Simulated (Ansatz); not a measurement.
Y (fcc (Cu type), Fm-3m), a = 5.1014 Å, b = 5.1014 Å, c = 5.1014 Å, α = 90.00°, β = 90.00°, γ = 90.00°; the cell used has 1 atom.

Relaxed with r²SCAN.

Q: Which orbitals make up the states near the Fermi level in plane-wave PAW r²SCAN (Ansatz code)?

A: Within 0.5 eV of the Fermi level: Y 4d 88 %, outside the projected shells 7 %. Projections are on Löwdin-orthogonalised atomic valence shells; empty p or d shells of many metals are not among them.

Q: Tabulate the density of states.

A: States/eV per cell of 1 atom, in 0.25 eV bins, energy from the Fermi level.

```
E (eV)  total  Y 4d  Y 5s  Y 4p
------  -----  ----  ----  ----
-5.10    0.00  0.00  0.00  0.00
-4.85    0.04  0.00  0.04  0.00
-4.60    0.08  0.00  0.08  0.00
-4.35    0.11  0.00  0.10  0.00
-4.10    0.14  0.00  0.13  0.00
-3.85    0.17  0.01  0.15  0.00
-3.60    0.19  0.01  0.17  0.00
-3.35    0.23  0.02  0.19  0.01
-3.10    0.26  0.04  0.22  0.01
-2.85    0.31  0.06  0.24  0.01
-2.60    0.37  0.09  0.26  0.01
-2.35    0.45  0.15  0.28  0.01
-2.10    0.59  0.27  0.30  0.01
-1.85    0.85  0.51  0.31  0.01
-1.60    1.02  0.72  0.26  0.01
-1.35    0.97  0.74  0.20  0.01
-1.10    0.91  0.74  0.13  0.01
-0.85    0.99  0.87  0.08  0.01
-0.60    1.00  0.95  0.02  0.01
-0.35    1.78  1.68  0.02  0.02
-0.10    1.75  1.58  0.03  0.02
0.15     1.61  1.31  0.08  0.02
0.40     1.66  1.37  0.11  0.02
0.65     1.53  1.38  0.05  0.02
0.90     1.74  1.51  0.10  0.01
1.15     1.52  1.27  0.13  0.01
1.40     1.27  1.03  0.12  0.01
1.65     0.96  0.82  0.05  0.00
1.90     0.83  0.78  0.01  0.00
2.15     1.46  1.45  0.00  0.00
2.40     1.32  1.31  0.00  0.00
2.65     1.17  1.15  0.00  0.00
2.90     1.35  1.29  0.02  0.00
3.15     1.65  1.54  0.05  0.00
3.40     1.23  1.15  0.03  0.00
3.65     1.06  0.99  0.03  0.00
3.90     0.91  0.84  0.02  0.00
4.15     1.09  1.03  0.02  0.00
4.40     1.10  1.02  0.03  0.00
4.65     1.17  1.08  0.03  0.00
```

The workflow started from a Materials Project entry (that database holds measured and hypothetical structures alike); the Crystallography Open Database files this formula in space group No. 225, but the cells were not matched. It is not the phase usual at ambient conditions (space group No. 194). The r²SCAN relaxation kept the symmetry of its start; whether a distortion lowers the energy is not shown. No spin polarisation was allowed. Scalar-relativistic: spin–orbit coupling is off unless named, which matters more the heavier the elements.

Potentials: the earlier of the program's two PAW sets. The files were generated under PBE; for other functionals the program regenerates the frozen cores, and for LDA and PBEsol the local potential too.
